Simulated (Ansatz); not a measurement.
## Computed properties of Al₂O₃

Al2O3:
```
Al2O3
1.0
    4.83492    -2.75525     0.00000
    4.83492     2.75525     0.00000
    0.00000     0.00000     4.92958
Al O
4 6
Direct
  0.99259   0.67127   0.43170
  0.00741   0.32873   0.93170
  0.32873   0.00741   0.43170
  0.67127   0.99259   0.93170
  0.78098   0.21902   0.98915
  0.21902   0.78098   0.48915
  0.89871   0.65905   0.08759
  0.10129   0.34095   0.58759
  0.34095   0.10129   0.08759
  0.65905   0.89871   0.58759
```

Space group Cmc2_1 (No. 36); conventional cell a = 9.670 Å, b = 5.510 Å, c = 4.930 Å, α = β = γ = 90.00°.

Method: the program Ansatz at the r²SCAN level (PAW). The cell and atoms are relaxed at this level. Other levels are named where they apply.

**Cell and energy**

* **Volume per atom**: 13.13 Å³
* **Density**: 2.58 g/cm³
* **Formation energy from the elements (no fitted shifts)**: -3.19 eV/atom

**Electronic structure**

- Band gap: 4.97 eV (smallest direct gap 4.97 eV)
- Valence-band maximum: on the Δ0–Γ line, 87 % of the way from Δ0 (k = -0.042, 0.042, 0.000 in fractions of the reciprocal vectors)
- Conduction-band minimum: at Γ
- Electron effective mass: 0.42, 0.45, 0.49 mₑ (principal values)
- Hole effective mass: 3.2, 7.5, 22 mₑ (principal values)
- HSE06 gap on the r²SCAN cell: 6.06 eV

**Mechanics**

- Elastic constants (relaxed ions, GPa) = C11 = 235, C22 = 142, C33 = 172, C12 = 72.5, C13 = 50.4, C23 = 35.7, C44 = 67.2, C55 = 26.3, C66 = 36.2
- Mechanical stability = stable (all eigenvalues of C positive)
- Hill bulk and shear moduli = 93.1 and 48.0 GPa
- Young's modulus = 123 GPa
- Poisson's ratio = 0.28
- Debye temperature from the elastic constants = 607 K
- Piezoelectric stress constants (proper, relaxed ions, C/m²) = e15 = 0.24, e24 = 0.37, e31 = 0.62, e32 = 0.42, e33 = -0.05

**Dielectric response**

- Electronic dielectric constant ε∞ (DFPT) = 2.43 (xx), 2.41 (yy), 2.48 (zz)
- Static dielectric constant ε0 (ions relaxed, cell fixed) = 4.06 (xx), 5.68 (yy), 5.99 (zz)
- Born charges (a third of the trace) = Al +2.61, O -1.78 to -1.68 e

**Phonons**

- Highest zone-centre frequency (without LO–TO term) = 31.47 THz
- Zone-centre stability = no imaginary mode at Γ

**Charges**

Bader charges: Al +2.57, O -1.73 to -1.69 e

The first step of the workflow began from a Materials Project structure, measured or hypothetical; the Crystallography Open Database copy checked does not list it. It is not the phase usual at ambient conditions (space group No. 167). Symmetry was held in the r²SCAN relaxation. Signs of piezoelectric constants follow the polarity of the cell as given. The references are the lowest solids computed at this level, not always the standard phases (solids in place of the gases).

Potentials: the later of the program's two PAW sets.
